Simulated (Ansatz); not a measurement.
Si (diamond, Fd-3m), plane-wave PAW r²SCAN (Ansatz code). The conduction-band minimum lies on the Γ–X line, 84 % of the way from Γ, with 6 equivalent valleys. Second derivatives d²E/dk² of the lowest band at one valley (eV·Å²), along Cartesian directions:

```csv
direction,d²E/dk²
[100],8.181
[010],39.90
[001],39.90
[110],24.05
[101],24.05
[011],39.74
```

Question: Find the principal effective masses, the density-of-states mass and the conductivity mass.

Answer: Off-diagonal terms follow from H_xy = H[110] − (H_xx + H_yy)/2, and m*/mₑ = 7.620 eV·Å² over each eigenvalue: 0.19, 0.19, 0.93. One valley's DOS mass (m₁m₂m₃)^(1/3) = 0.32, conductivity mass 3/(Σ 1/mᵢ) = 0.26 mₑ.

Question: What effective density of states Nc follows at 300 K for parabolic valleys?

Answer: Nc = 2.509e19 × 6 × (0.32)^(3/2) ≈ 2.7e19 cm⁻³.

Question: With the computed static dielectric constant 11.7 (mean of the diagonal), estimate a hydrogenic donor's binding energy and radius.

Answer: E = 13.606 eV × 0.26/11.7² ≈ 26 meV; a = 0.529 Å × ε/m* ≈ 24 Å. Semilocal masses tend to be too small where the gap is.

Symmetry was held in the r²SCAN relaxation; phonons on a q-mesh show no instability.

Potentials: the later of the program's two PAW sets.
